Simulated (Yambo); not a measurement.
Yambo run on AgNO₃ (space group R3c, No. 161). The wavefunctions are PBEsol (pw.x of Quantum ESPRESSO, ONCV potentials, scalar-relativistic) ones on a 2×2×2 mesh (42 occupied bands); a = b = c = 6.2017 Å, α = β = γ = 49.09°.

Yambo input:

```
rim_cut
gw0
dyson
el_el_corr
HF_and_locXC
ppa
em1d
RandQpts= 1000000
RandGvec= 1 Ry
EXXRLvcs= 84 Ry
VXCRLvcs= 336 Ry
Chimod= "HARTREE"
% BndsRnXp
 9 | 199 |
%
NGsBlkXp= 7 Ry
% LongDrXp
 1.0 | 1.0 | 1.0 |
%
PPAPntXp= 27.2114 eV
% GbndRnge
 1 | 89 |
%
GTermKind= "none"
DysSolver= "n"
ExtendOut
% QPkrange
 1 | 1 | 42 | 43 |
 3 | 3 | 42 | 42 |
%
```

k points by index: 1 = Γ, 3 = F.

Table of the .qp output:

```
#    K-point    Band    Eo [eV]    E [eV]    E-Eo [eV]    Vxc [eV]    Vnlxc [eV]    Sc|Eo [eV]    Sc|E [eV]    dSc/dw|Eo [eV]    Re(Z)    Im(Z)
#
    1    42    -0.117223    -0.541573    -0.424350    -24.12990    -30.15346    5.494582    5.599211    -6.707221    0.802254    -0.001209
    1    43    1.783963    3.871978    2.088014    -17.55434    -13.30421    -1.670019    -2.162112    -6.412827    0.809278    -0.001147
    3    42    0.000000    -0.322932    -0.322932    -22.63658    -28.60566    5.563996    5.646149    -6.919713    0.797259    -0.001226
```
(The two width columns are left out.) Convergence of these settings isn't established.

Spin-orbit coupling is not included.

Geometry of the Materials Project entry, not relaxed at this level.

The structure is a Materials Project entry; no match was found in the copy of COD used, and its stability was not checked.
